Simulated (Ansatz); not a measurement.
# Profile along the Sn–Sn line in Sn (beta-Sn type, space group I4_1/amd)

Sn (beta-Sn type, space group I4_1/amd)

```cif
data_Sn4
_chemical_formula_sum 'Sn4'
_space_group_name_H-M_alt 'I41/amd :1'
_space_group_IT_number 141
_space_group_name_Hall 'I 4bw 2bw -1bw'
_cell_length_a 5.88785
_cell_length_b 5.88785
_cell_length_c 3.18452
_cell_angle_alpha 90.000
_cell_angle_beta 90.000
_cell_angle_gamma 90.000
loop_
_atom_site_label
_atom_site_type_symbol
_atom_site_symmetry_multiplicity
_atom_site_Wyckoff_symbol
_atom_site_fract_x
_atom_site_fract_y
_atom_site_fract_z
_atom_site_occupancy
Sn1 Sn 4 a 0.00000 0.00000 0.00000 1
```
(The calculation used a cell of 2 atoms; values per cell refer to that cell.)

Fields along a shortest Sn–Sn line of a (100) plane (3.05 Å), from Sn to Sn, interpolated on the slice's grid (step about 0.2 Å). Method: r2SCAN (plane waves to 500 eV, PAW, scalar-relativistic; Ansatz, a quantum-chemistry and plane-wave program). k mesh 17×17×17. These are valence fields of a PAW run, semicore shells included where kept as valence: close to a nucleus they are smooth pseudo fields. Sn was relaxed with its symmetry unable to fall. The PAW data are Ansatz's earlier set.

```tsv
distance from Sn (Å)	valence electron density (e/Å³)	electron localisation function
0.00	12.67	x
0.15	11.83	x
0.30	9.41	x
0.46	6.37	x
0.61	3.56	0.11
0.76	1.62	0.23
0.92	0.69	0.31
1.07	0.42	0.36
1.22	0.32	0.44
1.37	0.26	0.54
1.52	0.25	0.58
1.68	0.26	0.54
1.83	0.32	0.44
1.98	0.42	0.36
2.14	0.69	0.31
2.29	1.62	0.23
2.44	3.57	0.11
2.59	6.37	x
2.75	9.41	x
2.90	11.83	x
3.05	12.76	x
```

x: too close to a nucleus for the ELF to mean much.

Density on the Sn–Sn line (3.05 Å) at its midpoint: 0.25 e/Å³. ELF at that point: 0.58. ELF maximum in the middle third of the Sn–Sn line: 0.58, 1.5 Å from Sn.
